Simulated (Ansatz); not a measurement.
## YbBi (CsCl-type structure)

Level of theory: DFT, PBE+U (U_eff = 6 eV on Yb 4f), scalar-relativistic, collinear spin; plane waves to 420 eV with PAW datasets (Ansatz 0.2.0), 8×8×8 k-mesh, Gaussian smearing of 0.05 eV; PAW files: Ansatz's generated set soft_2.

```
Yb Bi
1.0
     3.97826    0.00000    0.00000
     0.00000    3.97826    0.00000
     0.00000    0.00000    3.97826
Yb Bi
1 1
Cartesian
  0.0000 0.0000 0.0000
  1.9891 1.9891 1.9891
```

This is a trial structure: such lanthanide and actinide compounds mostly take the rock-salt structure.

Magnetic state: non-magnetic, site spin moments none.

The cell has space group Pm-3m (read at 0.01 Å). In it the stress is -0.03, -0.03, -0.03, 0.00, 0.00, 0.00 GPa and the largest force component 0.000 eV/Å. Each change below starts from this cell, without further relaxation. Stress is in GPa, positive in compression, in the order xx, yy, zz, yz, xz, xy; energies are counted from the cell above and are free energies with the smearing's entropy, which match forces and stress in a metal.

Problem. What happens when atom 2 (Bi) is moved by 0.05 Å along y?

Solution. The energy changes by 2.6 meV per cell, and the force on it along the shift is -0.105 eV/Å (−F/u = 2.09 eV/Å²). Stress: 0.01, -0.03, 0.01, 0.00, 0.00, 0.00.
| atom | Fx (eV/Å) | Fy | Fz |
| --- | --- | --- | --- |
| Yb1 | 0.000 | 0.105 | 0.000 |
| Bi2 | 0.000 | -0.105 | 0.000 |
In a harmonic crystal the energy would rise by −½F·u = ½ × 2.09 × 0.05² eV = 2.6 meV, which matches.

Problem. What stress follows from an engineering strain of -1 % in yz, atoms carried along?

Solution. -0.03, -0.02, -0.02, 0.08, 0.00, 0.00 GPa; the energy changes by 0.2 meV per cell.
The change of the stress over the strain gives a clamped-atom stiffness of about 8.3 GPa for this component.

Problem. All atoms and the cell are disturbed at random:
```
CELL_PARAMETERS angstrom
3.93101 -0.02949 0.03481
-0.02949 3.97451 0.01599
0.03481 0.01599 4.02019
ATOMIC_POSITIONS crystal
Yb 0.99552 0.00498 0.00334
Bi 0.50448 0.49502 0.49666
```
Give the energy change, the stress and the forces.

Solution. 6.4 meV per cell; stress 0.54, -0.06, -0.19, -0.07, -0.16, 0.12 GPa.
```
atom  Fx (eV/Å)      Fy      Fz
 Yb1      0.072  -0.077  -0.062
 Bi2     -0.072   0.077   0.062
```

No spin–orbit coupling, a notable omission for heavy elements. The run wasn't fully tested for a lower electronic state. The run holds 1.0 f electrons more on Yb than the trivalent ion has, so it is divalent here. In such compounds it is trivalent as a rule, so this state is likely an artefact, and the extra f charge swells the ion.
